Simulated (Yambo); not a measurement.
Yambo run on KBr (rock salt, space group Fm-3m, No. 225). The wavefunctions are PBEsol (pw.x of Quantum ESPRESSO, ONCV potentials, scalar-relativistic) ones on a 4×4×4 mesh (8 occupied bands); a = b = c = 4.6306 Å, α = β = γ = 60.00°.

Yambo input:

```
rim_cut
gw0
dyson
el_el_corr
HF_and_locXC
ppa
em1d
RandQpts= 1000000
RandGvec= 1 Ry
EXXRLvcs= 74 Ry
VXCRLvcs= 296 Ry
Chimod= "HARTREE"
% BndsRnXp
 1 | 95 |
%
NGsBlkXp= 8 Ry
% LongDrXp
 1.0 | 1.0 | 1.0 |
%
PPAPntXp= 27.2114 eV
% GbndRnge
 1 | 95 |
%
GTermKind= "none"
DysSolver= "n"
ExtendOut
% QPkrange
 1 | 1 | 8 | 9 |
%
```

k points by index: 1 = Γ.

Table of the .qp output:

```
#    K-point    Band    Eo [eV]    E [eV]    E-Eo [eV]    Vxc [eV]    Vnlxc [eV]    Sc|Eo [eV]    Sc|E [eV]    dSc/dw|Eo [eV]    Re(Z)    Im(Z)
#
    1    8    0.000000    -1.751915    -1.751915    -12.67653    -16.55540    1.754450    2.126962    -5.785615    0.824660    -0.001283
    1    9    4.339876    5.135629    0.795753    -6.955208    -3.218055    -2.823835    -2.941401    -4.019758    0.871289    -0.948564E-3
```
(The two width columns are left out.) Convergence of these settings isn't established.

Spin-orbit coupling is not included.

Geometry relaxed with PBEsol.
